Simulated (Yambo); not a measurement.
# SrTiO3: sweep of GW parameters

G0W0@LDA for SrTiO₃ (cubic perovskite, space group Pm-3m, No. 221) in Yambo. Reference settings: 4×4×4 Γ-centred k mesh, bands 2 to 118 and a 8 Ry block in the screening, 118 bands in G with the Bruneval-Gonze terminator, plasmon pole fitted at 27.2 eV. The LDA gap R → Γ on this mesh is 1.80 eV; G0W0 gaps are taken between the same points.

```tsv
change from the reference	G0W0 gap R → Γ (eV)	shift of the valence edge (eV)	rough Yambo cost
reference settings	3.49	-0.38	1
wavefunctions cut at 10 Ry	3.55	0.02	about 1/2
wavefunctions cut at 30 Ry	3.53	-0.35	about 1/2
exchange cut at 5 Ry	4.02	2.34	–
32 bands in W, 32 bands in G, 2 Ry block	4.34	-0.38	about 1/6
32 bands in W, 32 bands in G, 5 Ry block	3.68	-0.07	about 1/6
32 bands in W, 32 bands in G, 6 Ry block	3.63	-0.06	about 1/6
5 Ry block	3.47	-0.29	within a factor of two
2 Ry block	4.07	-0.44	within a factor of two
2×2×2 mesh	3.44	-0.25	about 1/10
6×6×6 mesh	3.50	-0.40	about 6×
32 bands in W, 32 bands in G, no terminator	3.88	0.34	about 1/8
67 bands in W, 67 bands in G, no terminator	3.65	0.10	within a factor of two
no terminator	3.59	-0.15	within a factor of two
92 bands in W, 92 bands in G, no terminator	3.62	-0.05	within a factor of two
```

The reference isn't shown to be the converged limit. Costs are rough (shared machines), scaled to the same edge states, and given only for runs that recompute the screening.

The cell is held in this high symmetry; tilts and polar distortions were not searched.

Geometry of the Materials Project entry, not relaxed at this level; primitive cell a = b = c = 3.9127 Å, α = β = γ = 90.00°.

A shift is the quasiparticle energy of the state minus its LDA energy.
